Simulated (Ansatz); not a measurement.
Re (dhcp (α-La type), P6_3/mmc) at seven volumes, PBEsol (plane waves, PAW; program Ansatz), shape and atoms relaxed at each. One row is withheld.

| V (Å³/atom) | P (GPa) |
|---|---|
| 13.236 | 45.33 |
| 13.672 | 27.74 |
| 14.108 | 12.76 |
| 14.545 | 0.00 |
| 14.981 | -10.84 |
| 15.417 | ? |
| 15.854 | -27.82 |

### Question
Fit the shown pressures and predict the withheld one.

### Answer
Third-order Birch–Murnaghan: P = (3/2)B₀(x^(7/2) − x^(5/2))[1 + (3/4)(B′ − 4)(x − 1)] with x = (V₀/V)^(2/3). Least squares on the six rows gives V₀ = 14.545 Å³/atom, B₀ = 390.4 GPa, B′ = 4.40. At V = 15.417, x = 0.9619 and P = -20.00 GPa. The run itself gave -20.03 GPa.

The workflow started from a Materials Project entry (that database holds measured and hypothetical structures alike). Its sites differ from those of the usual phase in this space group: another stacking or structure type. The cell was relaxed with PBEsol under the symmetry of its start; whether a distortion lowers the energy is not shown. The run is not spin-polarised. Spin–orbit coupling is left out wherever it is not named.

Potentials: the earlier of the program's two PAW sets. The files were generated under PBE; for other functionals the program regenerates the frozen cores, and for LDA and PBEsol the local potential too.
